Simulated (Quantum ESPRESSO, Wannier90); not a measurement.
## TlBr (rock salt), plane waves to Wannier functions

```
TlBr
1.0
    0.00000     3.34204     3.34204
    3.34204     0.00000     3.34204
    3.34204     3.34204     0.00000
Tl Br
1 1
Direct
  0.00000   0.00000   0.00000
  0.50000   0.50000   0.50000
```

Cell from Materials Project (mp-568560), symmetrised, no further relaxation. Not found in the COD (Crystallography Open Database) copy used, which has the formula in other groups; not checked further. Level: PBEsol, no spin polarisation, no spin-orbit coupling; pw.x of Quantum ESPRESSO at 50 Ry with PseudoDojo potentials, 8×8×8 k-points, Wannier90. Density: 8×8×8 mesh, cold smearing 0.01 Ry. Spin-orbit coupling is left out although heavy elements are present.

The plane-wave run has 20 bands and 20 electrons a cell. On the energy scale of pw.x, whose zero is arbitrary, the valence-band maximum lies at 3.68 eV.

Input w.win, without the blocks of cell, atoms and k-points (512 lines):

```
num_bands = 15
num_wann = 9
exclude_bands = 2-6
num_iter = 800
conv_tol = 1.0e-6
conv_window = 4
dis_num_iter = 1000
dis_conv_tol = 1.0e-6
dis_froz_max = 7.23
write_hr = true
write_u_matrices = true
begin projections
Tl: s;p
Br: s;p
end projections
mp_grid = 8 8 8
```

Check the input against the numbers above: what is wrong, and how is it mended?

wannier90.x -pp stops with:
```
w90_readwrite_get_projections: too few projection functions defined
```
The projections block defines fewer trial orbitals than num_wann. Mended as below, all else unchanged, the run goes through (Ω_I = 12.2 Å²) and follows the plane-wave bands to 2.1 meV rms (states up to 3.1 eV relative to the valence-band maximum).
```
num_wann = 8
```
